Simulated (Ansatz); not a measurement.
## HfC2 in the CaC2-type structure

Method: PBEsol, scalar-relativistic; no spin polarisation; PAW, 420 eV, 12×12×12 k-mesh, Gaussian smearing of 0.05 eV; code Ansatz. The datasets are Ansatz's generated set soft_2.

```xyz
3
Lattice="-1.6573 1.6573 2.9228 1.6573 -1.6573 2.9228 1.6573 1.6573 -2.9228" Properties=species:S:1:pos:R:3 pbc="T T T"
Hf    0.0000    0.0000    0.0000
C     0.0000    0.0000    2.2534
C     0.0000    0.0000    3.5921
```

The start was a prototype's sites filled with these elements, not a measured cell.

The cell above was scaled in volume, and shape and atoms were relaxed at each volume within its symmetry. Energies are counted from the cell above.

```tsv
V (Å³/atom)	ΔE (meV/atom)	P (GPa)
10.28	11.8	9.2
10.49	2.8	4.3
10.70	0.0	0.0
10.92	2.6	-3.9
11.13	10.2	-7.3
```

(1) What do the points give for the equilibrium volume, the bulk modulus and its pressure derivative (third-order Birch–Murnaghan)?

Answer:

(1) V0 = 10.70 Å³/atom, B0 = 205 GPa, B0′ = 4.4.

B0·V0 = 204.6 GPa × 10.70 Å³ = 13.67 eV/atom sets the scale: near the minimum ΔE ≈ ½ B0 V0 x², with x = V/V0 − 1, and a pressure of 2.0 GPa squeezes the volume by about 1 %. At the ends of the curve: x = −4.0 % predicts 10.9 meV/atom and the run gives 11.8; x = +4.0 % predicts 11.0 meV/atom and the run gives 10.2. The lopsidedness is anharmonic: atoms resist being pushed together more than being pulled apart.

Spin–orbit coupling, which matters for such heavy elements, is left out. The run is a metal.
